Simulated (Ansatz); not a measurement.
An Ansatz (a first-principles code) run. Input:

Ansatz 0.2 input:
```yaml
crystal:
  lattice:
    - [2.3404622923, 1.3512665345, 4.8751298975]
    - [-2.3404622923, 1.3512665345, 4.8751298975]
    - [0.0, -2.702533069, 4.8751298975]
  atoms:
    - { symbol: O, position: [0.4556839221, 0.75, 0.0443160779] }
    - { symbol: O, position: [0.0443160779, 0.4556839221, 0.75] }
    - { symbol: O, position: [0.75, 0.0443160779, 0.4556839221] }
    - { symbol: O, position: [0.5443160779, 0.25, 0.9556839221] }
    - { symbol: O, position: [0.9556839221, 0.5443160779, 0.25] }
    - { symbol: O, position: [0.25, 0.9556839221, 0.5443160779] }
    - { symbol: Ti, position: [0.5, 0.5, 0.5] }
    - { symbol: Ti, position: [0.0, 0.0, 0.0] }
    - { symbol: B, position: [0.75, 0.75, 0.75] }
    - { symbol: B, position: [0.25, 0.25, 0.25] }
kpoints:
  mp_grid: { grid: [11, 11, 11] }
hamiltonian:
  xc: r2scan
  pseudopotentials: { kind: paw }
scf:
  occupations: { method: gaussian, width: 0.05 }
checkpoint: { read: metal.run }
output: { write_density: true, elf: true, volumetric_format: npy }
basis: { fft_grid_basis: typed }
```

Output (shortened):

```
Pseudopotential: O, paw, valence charge 6
Pseudopotential: Ti, paw, valence charge 12
Pseudopotential: B, paw, valence charge 3
Functional definition: r2SCAN
Crystal: 10 atoms, lattice volume = 92.508 Å³
Basis set: ecut = 500 eV, 2351 PW (Γ), exchange–correlation on 180×180×180 points (64 copies of the dense FFT grid, shifted against one another)
Bands: 53, of which v1, the nominal top of the filled ones, is band 33 counted from 1 (32 counted from 0)
Symmetry: 12 space group operations
Space group: R-3c (ITA 167), of the structure as read, at distance tolerance 4.5e-5 Å
k-points: 146 of 1331
Stability of the state it starts from, as read at its close in the unpolarized treatment …
iter 1 solved again at ethr=1.23e-8 eV; its pass at ethr=3.10e-3 eV (dr2=8.11e-6 eV) is discarded
SCF iter   1: F=—  HF=-8745.515153 eV  |F-HF|=—  |Δ(HF+E_count)|=         —  Δρ=3.84e-7  dr2=1.09e-10  dr2_τ=1.03e-11  ethr=1.23e-8  ⟨swp⟩=4.4  Hψ=54224  notcnv=0
preconditioner: auto → Kerker (q_TF=auto, 2.579 Å⁻¹)
SCF iter   2: F=-8745.515153 eV  HF=-8745.515153 eV  |F-HF|=0.00e0  |Δ(HF+E_count)|=   1.07e-7  Δρ=2.17e-7  dr2=4.03e-11  dr2_τ=6.78e-12  ethr=1.00e-12  ⟨swp⟩=9.2  Hψ=27064  notcnv=0
SCF 1 converged in 2 iterations: F = -8745.515153 eV  dr2 = 4.03e-11
SCF converged after 2 iterations
Free energy (F): -8745.515153 eV
Harris-Foulkes:  -8745.515153 eV  (|F-HF|=0.00e0)
Internal energy: -8745.495876 eV  (E = F + TS)
E sigma→0 (E₀):  -8745.505514 eV
Entropy (-TS):   -0.019277 eV (-1.928 meV/atom)
Fermi energy:    11.646251 eV
--- Per-component energies (eV) ---
  E_band       = -458.306816
  E_kinetic    = 1709.204738
  E_local      = -3801.267416  (includes V_loc(G=0)·N_el)
  E_nonlocal   = 321.708270
  E_hartree    = 1410.520428
  E_xc         = -689.906828
  E_vxc        = -983.795495  (∫ρ·V_xc dr)
  E_paw        = -3235.371992  (= ΣΔE_a)
  E_vpaw       = -588.564546  (= ΣTr[D̂ρ^β])
  E_aug_tail   = 0.006418  (compensation charges beyond the density's cutoff)
  E_vtau       = 63.360537  (kinetic-family band-sum trace: ∫τ·v_τ [+ j·A + Jᵃ·Aᵃ] dr)
  E_ewald      = -4459.654052
  E_core_change = -0.735444  (= ΣΔE_core)
  E_smearing   = -0.019277  (= −TS)
  E_closure    = 0.000000  (closes the sum)
  Σ components = -8745.515153   (vs F -8745.515153, Δ=0.00e0)
  [band-id]    e_kinetic+e_local+e_nonlocal+2·e_hartree+e_vxc+e_vpaw+e_augmentation_tail+e_vtau = -458.306637   (vs E_band -458.306816, Δ=1.79e-4)
--- Band table (eV; the first three rows and the last of 146) ---
  k-point 0: bands = ["-49.6092", "-49.5994", "-24.9686", "-24.8588", "-24.8258", "-24.8258", "-24.7619", "-24.7619", "-12.9875", "-11.8977", "-11.0663", "-11.0663", "-10.5254", "-10.5254", "1.1136", "1.4779", "1.4893", "1.7445", "1.7445", "2.3254", "2.3254", …
  k-point 1: bands = ["-49.6089", "-49.5996", "-24.9663", "-24.8610", "-24.8250", "-24.8248", "-24.7638", "-24.7634", "-12.9508", "-11.9230", "-11.0584", "-11.0453", "-10.5593", "-10.5456", "1.0622", "1.4747", "1.5375", "1.7884", "1.8647", "2.2725", "2.3926", …
  k-point 2: bands = ["-49.6083", "-49.6002", "-24.9595", "-24.8672", "-24.8226", "-24.8217", "-24.7691", "-24.7678", "-12.8463", "-11.9832", "-11.0360", "-11.0007", "-10.6506", "-10.6033", "1.0003", "1.4139", "1.6804", "1.9419", "2.1207", "2.2000", "2.5526", …
  k-point 145: bands = ["-49.6045", "-49.6041", "-24.9191", "-24.9142", "-24.8031", "-24.8016", "-24.7872", "-24.7834", "-12.4763", "-12.4245", "-10.8390", "-10.8179", "-10.7969", "-10.7968", "1.1182", "1.1253", "2.0603", "2.0992", "2.1426", "2.1539", …
```

Cost: very roughly 60 core-seconds on shared cores.

The workflow started from an entry of the Crystallography Open Database (COD). Whether it is the stable phase at ambient conditions was not checked. Symmetry was held in the r²SCAN relaxation; its stability against distortions is not shown here. No spin polarisation was allowed. Without spin polarisation and U, an open-shell compound can come out a false metal.

Potentials: the later of the program's two PAW sets.

Ansatz is a plane-wave DFT program.
